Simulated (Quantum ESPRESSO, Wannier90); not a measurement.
**Wannierisation of P (Cmce)**

```yaml
crystal:
  lattice:
    - [3.29549, 0.00000, 0.00000]
    - [0.00000, 0.00000, -4.54364]
    - [-1.64775, 5.46504, 0.00000]
  atoms:
    - { symbol: P, position: [0.59586, 0.08882, 0.19172] }
    - { symbol: P, position: [0.40414, 0.91118, 0.80828] }
    - { symbol: P, position: [0.90414, 0.58882, 0.80828] }
    - { symbol: P, position: [0.09586, 0.41118, 0.19172] }
```

Cell from Materials Project (mp-157), symmetrised, no further relaxation. COD (Crystallography Open Database) has the formula in 3 space groups, this one among them (matched by group alone). Computed values, not measurements, from PBE: Quantum ESPRESSO (norm-conserving PseudoDojo potentials, cutoff 36 Ry, no spin polarisation, no spin-orbit coupling) on a Γ-centred 10×8×10 mesh, then Wannier90. Density: 10×8×10 mesh, cold smearing 0.01 Ry. The cell is built of weakly bound layers, chains or molecules, whose nearest atoms lie 3.84 Å apart. Database cells relaxed without dispersion often hold them too far apart, which can enlarge gaps and weakens couplings between them; spacing and stacking were not compared with the measured crystal. The gap is small at this level and was sampled on the meshes and a path alone.

Base run: 16 functions from bands 1-26 of the 26 computed, start hydrogen-like P: s;p, centres 0.05 Å off the atoms, frozen window up to 1.59 eV relative to the valence-band maximum, outer window open. One thing is changed at a time; window edges are relative to the valence-band maximum. The misfit compares interpolated bands with pw.x on a high-symmetry path, for states up to 1.1 eV relative to the valence-band maximum. Converged means that the tolerances were met: symmetric starts can stop on a saddle, which shows as a larger Ω_OD at equal Ω_I and can move the misfit too.

| setting | functions | frozen to (eV) | Ω_I (Å²) | Ω_D (Å²) | Ω_OD (Å²) | rms misfit (meV) | worst (meV) | ended |
|---|---|---|---|---|---|---|---|---|
| base | 16 | 1.59 | 21.51 | 0.06 | 3.21 | 4.2 | 58 | converged |

**Question.** Starting from this base row, predict which settings stop with an error, and how Ω_I and the misfit move in the others: frozen window to 5.59 eV; frozen window to -1.41 eV; no frozen window; outer window to 5.23 eV.

**Answer.** 
| setting | functions | frozen to (eV) | Ω_I (Å²) | Ω_D (Å²) | Ω_OD (Å²) | rms misfit (meV) | worst (meV) | ended |
|---|---|---|---|---|---|---|---|---|
| frozen window to 5.59 eV | 16 | 5.59 | – | – | – | – | – | stops: too many frozen states |
| frozen window to -1.41 eV | 16 | -1.41 | 18.77 | 0.03 | 3.07 | 193 | 1605 | converged |
| no frozen window | 16 | none | 17.18 | 0.02 | 2.62 | 278 | 1725 | converged |
| outer window to 5.23 eV | 16 | 1.59 | – | – | – | – | – | stops: too few bands in the window |

Runs of this sweep that didn't settle are not listed.
